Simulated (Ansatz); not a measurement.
Theory: DFT, m-r2SCAN, plane waves (500 eV) with PAW, scalar-relativistic (Ansatz 0.2.0). The PAW files were generated under PBE, with cores re-solved for the functional.

An element in the diamond structure gives this curve. The cell is scaled uniformly from the relaxed one, with fractional coordinates and shape fixed. Energies are extrapolated to zero smearing, pressures are those at the given smearing. Magnetic state: non-magnetic.

```json
{"V (Å³/atom)": "17.927", "E − E₀ (meV/atom)": "166.0", "P (GPa)": "25.19"}
{"V (Å³/atom)": "18.742", "E − E₀ (meV/atom)": "66.3", "P (GPa)": "14.61"}
{"V (Å³/atom)": "19.557", "E − E₀ (meV/atom)": "14.4", "P (GPa)": "6.32"}
{"V (Å³/atom)": "20.372", "E − E₀ (meV/atom)": "0.0", "P (GPa)": "-0.19"}
{"V (Å³/atom)": "21.187", "E − E₀ (meV/atom)": "15.0", "P (GPa)": "-5.28"}
{"V (Å³/atom)": "22.002", "E − E₀ (meV/atom)": "52.9", "P (GPa)": "-9.25"}
{"V (Å³/atom)": "22.817", "E − E₀ (meV/atom)": "108.6", "P (GPa)": "-12.31"}
```

Which element is it?
A. niobium
B. rhodium
C. nickel
D. palladium

B. Its fit is V₀ = 20.33 Å³/atom, B₀ = 145 GPa, B₀′ = 5.1.

m-r²SCAN is r²SCAN on the gauge-invariant kinetic-energy density; without spin polarisation the two are equal.
